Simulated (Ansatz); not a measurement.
NaI (rock salt)

```
NaI
1.0
    0.00000     3.26452     3.26452
    3.26452     0.00000     3.26452
    3.26452     3.26452     0.00000
I Na
1 1
Direct
  0.00000   0.00000   0.00000
  0.50000   0.50000   0.50000
```

In this cell atom 1 (I, nearest neighbour Na at 3.265 Å; its periodic images, 4.6 Å or more away, move with it) is moved by u·(1.000, 0.000, 0.000) + v·(0.000, 0.000, 1.000); the rest is frozen.

Calculation: PBE (plane waves to 420 eV, PAW, scalar-relativistic; Ansatz, a first-principles code). k mesh 7×7×7 (Γ-centred), Fermi-Dirac smearing 0.05 eV. The energy includes the smearing's −TS. NaI was relaxed with its symmetry unable to fall. Spin-orbit coupling is left out, though I is heavy.

Changes of ΔE (meV/cell) from the point u = 0.000 Å, v = 0.000 Å when one coordinate moves alone (two changes are said to add if the coupling is within 5 % of the smaller one, nearly so within 20 %):

```tsv
point	change
u = 0.000 Å, v = -0.490 Å	140.38
u = 0.000 Å, v = -0.245 Å	25.79
u = -0.490 Å, v = 0.000 Å	140.38
u = -0.245 Å, v = 0.000 Å	25.79
u = 0.245 Å, v = 0.000 Å	25.79
u = 0.490 Å, v = 0.000 Å	140.38
u = 0.000 Å, v = 0.245 Å	25.79
u = 0.000 Å, v = 0.490 Å	140.38
```

Do the two effects add at u = -0.490 Å, v = 0.245 Å? Give the computed change.

The sum of the single changes is 140.38 + (25.79) = 166.17; the calculation gives 153.67, so the coupling contributes -12.50 (over 20 % of the smaller single change, not additive).

Do the two effects add at u = -0.490 Å, v = -0.490 Å? Give the computed change.

The sum of the single changes is 140.38 + (140.38) = 280.76; the calculation gives 226.60, so the coupling contributes -54.16 (over 20 % of the smaller single change, not additive).

Do the two effects add at u = 0.245 Å, v = 0.245 Å? Give the computed change.

The sum of the single changes is 25.79 + (25.79) = 51.58; the calculation gives 48.76, so the coupling contributes -2.82 (under 20 % of the smaller single change, nearly additive).

(A displaced cell: forces are minus the slopes of the energy, force constants its curvatures, and phonons follow from these.)
